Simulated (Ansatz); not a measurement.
Y2InCu2:
```yaml
crystal:
  lattice:
    - [7.53093, 0.00000, 0.00000]
    - [0.00000, 7.53093, 0.00000]
    - [0.00000, 0.00000, 3.71799]
  atoms:
    - { symbol: Y, position: [0.67382, 0.17382, 0.50000] }
    - { symbol: Y, position: [0.32618, 0.82618, 0.50000] }
    - { symbol: Y, position: [0.82618, 0.67382, 0.50000] }
    - { symbol: Y, position: [0.17382, 0.32618, 0.50000] }
    - { symbol: In, position: [0.50000, 0.50000, 0.00000] }
    - { symbol: In, position: [0.00000, 0.00000, 0.00000] }
    - { symbol: Cu, position: [0.11835, 0.61835, 0.00000] }
    - { symbol: Cu, position: [0.88165, 0.38165, 0.00000] }
    - { symbol: Cu, position: [0.38165, 0.11835, 0.00000] }
    - { symbol: Cu, position: [0.61835, 0.88165, 0.00000] }
```

Relaxed with r²SCAN.

**Question.** Which orbitals make up the states near the Fermi level in the program Ansatz at the r²SCAN level (PAW)?

**Answer.** Within 0.5 eV of the Fermi level: Y 4d 58 %, In 5p 16 %, Y 5s 6 %, Cu 3d 5 %, outside the projected shells 11 %. Projections are on Löwdin-orthogonalised atomic valence shells; empty p or d shells of many metals are not among them.

**Question.** Tabulate the density of states.

**Answer.** States/eV per cell of 10 atoms, in 0.25 eV bins, energy from the Fermi level.

| E (eV) | total | Cu 3d | Y 4d | In 5p |
|---|---|---|---|---|
| -7.85 | 0.46 | 0.00 | 0.01 | 0.01 |
| -7.60 | 0.77 | 0.01 | 0.01 | 0.02 |
| -7.35 | 1.12 | 0.01 | 0.03 | 0.04 |
| -7.10 | 1.34 | 0.02 | 0.05 | 0.07 |
| -6.85 | 1.97 | 0.04 | 0.11 | 0.10 |
| -6.60 | 1.98 | 0.06 | 0.16 | 0.13 |
| -6.35 | 2.01 | 0.08 | 0.23 | 0.16 |
| -6.10 | 1.82 | 0.10 | 0.28 | 0.15 |
| -5.85 | 2.29 | 0.15 | 0.42 | 0.15 |
| -5.60 | 2.79 | 0.20 | 0.67 | 0.19 |
| -5.35 | 1.41 | 0.09 | 0.21 | 0.22 |
| -5.10 | 2.11 | 0.21 | 0.28 | 0.33 |
| -4.85 | 3.19 | 0.53 | 0.57 | 0.41 |
| -4.60 | 5.73 | 1.60 | 1.49 | 0.44 |
| -4.35 | 2.65 | 0.93 | 0.63 | 0.28 |
| -4.10 | 3.03 | 1.44 | 0.52 | 0.36 |
| -3.85 | 23.34 | 19.42 | 1.93 | 0.68 |
| -3.60 | 35.92 | 31.08 | 2.15 | 1.13 |
| -3.35 | 42.78 | 38.71 | 1.90 | 1.02 |
| -3.10 | 34.84 | 31.79 | 1.16 | 0.86 |
| -2.85 | 20.25 | 17.88 | 0.95 | 0.45 |
| -2.60 | 5.37 | 3.37 | 0.64 | 0.48 |
| -2.35 | 5.92 | 2.47 | 1.24 | 0.87 |
| -2.10 | 3.66 | 0.94 | 1.05 | 0.75 |
| -1.85 | 4.21 | 0.78 | 1.29 | 1.09 |
| -1.60 | 3.64 | 0.55 | 1.17 | 1.12 |
| -1.35 | 4.14 | 0.54 | 1.44 | 1.36 |
| -1.10 | 4.12 | 0.41 | 1.69 | 1.25 |
| -0.85 | 7.47 | 0.57 | 3.29 | 2.34 |
| -0.60 | 4.71 | 0.30 | 2.12 | 1.37 |
| -0.35 | 6.35 | 0.36 | 3.32 | 1.41 |
| -0.10 | 7.34 | 0.36 | 4.37 | 1.07 |
| 0.15 | 6.58 | 0.31 | 3.92 | 0.82 |
| 0.40 | 4.38 | 0.24 | 2.82 | 0.48 |
| 0.65 | 5.63 | 0.36 | 4.04 | 0.37 |
| 0.90 | 6.72 | 0.54 | 5.03 | 0.25 |
| 1.15 | 7.07 | 0.33 | 5.00 | 0.29 |
| 1.40 | 5.05 | 0.18 | 3.66 | 0.26 |
| 1.65 | 3.01 | 0.10 | 2.30 | 0.29 |
| 1.90 | 5.18 | 0.23 | 3.90 | 0.55 |
| 2.15 | 8.56 | 0.31 | 6.72 | 0.45 |
| 2.40 | 8.95 | 0.34 | 6.96 | 0.41 |
| 2.65 | 12.83 | 0.48 | 9.97 | 0.47 |
| 2.90 | 5.60 | 0.16 | 4.06 | 0.36 |
| 3.15 | 5.82 | 0.12 | 3.65 | 0.54 |
| 3.40 | 5.46 | 0.11 | 3.37 | 0.42 |
| 3.65 | 5.92 | 0.09 | 3.88 | 0.51 |
| 3.90 | 6.16 | 0.07 | 4.30 | 0.57 |
| 4.15 | 7.44 | 0.10 | 5.37 | 0.54 |
| 4.40 | 7.02 | 0.05 | 5.28 | 0.36 |
| 4.65 | 4.39 | 0.03 | 2.90 | 0.33 |

Space group P4/mbm. The first step of the workflow began from a Materials Project structure, measured or hypothetical; the Crystallography Open Database copy checked does not list it. Its standing as an ambient phase is unchecked. Symmetry was held in the r²SCAN relaxation; its stability against distortions is not shown here. The run is not spin-polarised. Spin–orbit coupling is left out wherever it is not named.

Potentials: the later of the program's two PAW sets.
